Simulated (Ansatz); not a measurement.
This guess for CsZnPdC₆N₆ is about to be relaxed.

Space group F-43m (No. 216). a = 10.231 Å, b = 10.231 Å, c = 10.231 Å, α = 90.00°, β = 90.00°, γ = 90.00°
| atom | site | symmetry | x | y | z |
| --- | --- | --- | --- | --- | --- |
| Cs | 4c | -43m | 0.2500 | 0.2500 | 0.2500 |
| Zn | 4b | -43m | 0.5000 | 0.0000 | 0.0000 |
| Pd | 4a | -43m | 0.0000 | 0.0000 | 0.0000 |
| C | 24f | 2.mm | 0.1894 | 0.0000 | 0.0000 |
| N | 24f | 2.mm | 0.3038 | 0.0000 | 0.0000 |

Method: DFT PBE, scalar-relativistic, plane waves, PAW (Ansatz). Cutoff 420 eV, Gaussian smearing, Γ-centred meshes. Cell and atoms relax first on a coarse mesh and then on a finer one. In between, the cell is made exact in the group found at 0.06 Å. In metals the finer mesh still leaves noise of several meV/atom or more. The steps can't lower the symmetry of their start. Collinear spin is switched on along the way, since trial moments persisted in a coarse test.

A guess keeps its type if space group and coordination stay and the shape of the cell changes little (axis ratios within about 15 %, angles within 6°); the volume may change.

Question: Will the relaxed cell still be of the starting type?

Answer: It keeps its type. The symmetry stays F-43m (No. 216). The volume per atom grows by 19.0 %, from 17.8 to 21.2 Å³. The shortest distance stays 1.17 Å (C–N). Counting neighbours within 15 % of an atom's shortest distance, the start has C 1, Cs 24, N 1, Pd 6, Zn 6 and the end C 1, Cs 24, N 1, Pd 6, Zn 6.

The zero of energy is the elements' standard structures at the same level (N₂ as a molecule); no fitted shifts are applied.

Question: At what energy does it end?

Answer: +0.29 eV/atom. It can't be a ground state, since the elements alone are lower.

The last run used collinear spin, a 6×6×6 mesh for its 15-atom cell and Gaussian smearing of 0.10 eV. The reference form of C is held partly by dispersion forces, which this level lacks. Another magnetic order may lie lower. A structure relaxed within its symmetry needn't be a true minimum.
